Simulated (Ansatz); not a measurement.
Level: r2SCAN, no spin polarisation; 500 eV; 6×6×4 Γ-centred mesh; fermi-dirac occupations (width 0.1 eV); Ansatz 0.2.0, fixed geometry.

Computed maps in the lattice plane spanned by a (left to right, 5.28 Å, 16 points from zero) and b (bottom to top, 5.28 Å, 16 points from zero), 61° apart, at height 0.997 along c. The fields are smooth PAW ones with compensation charges, not the true ones near nuclei.

Valence density. Digits on a logarithmic scale: 0 up to 0.03 e/Å³, each further digit a factor of 1.6, 9 from 1.3 e/Å³ up:
```
6689999977999998
6568999976799998
6556799876678987
5555566665555666
5555555554444555
4556554444555444
4456654444566544
4456665434567654
4445555444456665
4444555444455665
5555444455555555
5666655566665555
6789876678997655
6899997679999865
6899999779999986
6799999979999997
```

Question: The cell is SbPt$_{2}$Rh$_{2}$. Which atoms lie within 0.2 Å of this plane, and where (fractions of a and b)?

Answer: Pt at (0.27, 1.00), Pt at (0.73, 0.00). The whole cell:
```
Pt Sb Rh
1.0
     4.55807    2.65902    0.00000
     4.55807   -2.65902    0.00000
     1.67954    0.00000   -7.17769
Pt Sb Rh
4 2 4
Cartesian
  7.4739 -1.9266 -7.1593
  4.1615 -1.9266 -3.6072
  3.3218 1.9266 -0.0184
  6.6342 1.9266 -3.5705
  5.8177 -1.9613 -5.3833
  4.9780 1.9613 -1.7944
  4.2952 0.7509 -4.6496
  7.3402 0.7509 -6.1170
  6.5005 -0.7509 -2.5281
  3.4554 -0.7509 -1.0607
```

Origin: a known structure type with other elements, at an estimated volume, so it need not be a known compound. Caveats: many states at the Fermi level without spin polarisation, so a magnetic state may lie lower; atoms or cell far from equilibrium.
